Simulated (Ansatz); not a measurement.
Theory: DFT PBE, scalar-relativistic, plane waves, PAW in Ansatz 0.2.0. All cells share a 420 eV cutoff and Γ-centred k meshes spaced at most about 0.3 Å⁻¹ (about 0.25 or finer for metals, 2π included). No spin polarisation in the final relaxations.

These are static total energies at zero pressure.

Two forms of Ge2Sb2S were relaxed alike.

A.

```yaml
crystal:
  lattice:
    - [5.59388, 0.00000, 0.00000]
    - [0.00000, 5.59388, 0.00000]
    - [0.00000, 0.00000, 5.05865]
  atoms:
    - { symbol: Ge, position: [0.00000, 0.00000, 0.00000] }
    - { symbol: Ge, position: [0.50000, 0.50000, 0.50000] }
    - { symbol: Sb, position: [0.00000, 0.50000, 0.00000] }
    - { symbol: Sb, position: [0.50000, 0.00000, 0.00000] }
    - { symbol: S, position: [0.50000, 0.50000, 0.00000] }
```

B.

```yaml
crystal:
  lattice:
    - [3.37292, 0.00000, 0.00000]
    - [-1.68646, 2.92104, 0.00000]
    - [0.00000, 0.00000, 11.77986]
  atoms:
    - { symbol: Ge, position: [0.33333, 0.66667, 0.34982] }
    - { symbol: Ge, position: [0.66667, 0.33333, 0.65018] }
    - { symbol: Sb, position: [0.00000, 0.00000, 0.87060] }
    - { symbol: Sb, position: [0.00000, 0.00000, 0.12940] }
    - { symbol: S, position: [0.00000, 0.00000, 0.50000] }
```

Task: Which form is favoured at zero pressure, and by what margin per atom?

Result: B is lower, by 0.38 eV/atom. A has space group P4/mmm (No. 123), 31.7 Å³/atom and no gap on its mesh; B has space group P-3m1 (No. 164), 23.2 Å³/atom and no gap. Counting Ge or Sb atoms around S (for each partner element, those within 1.25 times its shortest distance or 1.15 times the sum of covalent radii, where it is the nearest in units of that sum or under 1.3), A and B both have S 6. B holds Sb–Sb pairs (shortest 3.05 Å); in A the shortest Sb–Sb distance is 3.96 Å. The denser one is the lower, and pressure would at first widen the difference. Even the lower one lies +0.18 eV/atom against the reference forms of the elements (uncorrected), so neither is stable at this level. Both come from invented guesses. A third cell relaxed alike, in P-3m1, lies 40 meV/atom below the lower of the two.

These runs have no spin–orbit coupling, which can matter for Sb. Cells relaxed within their symmetry can be saddle points.
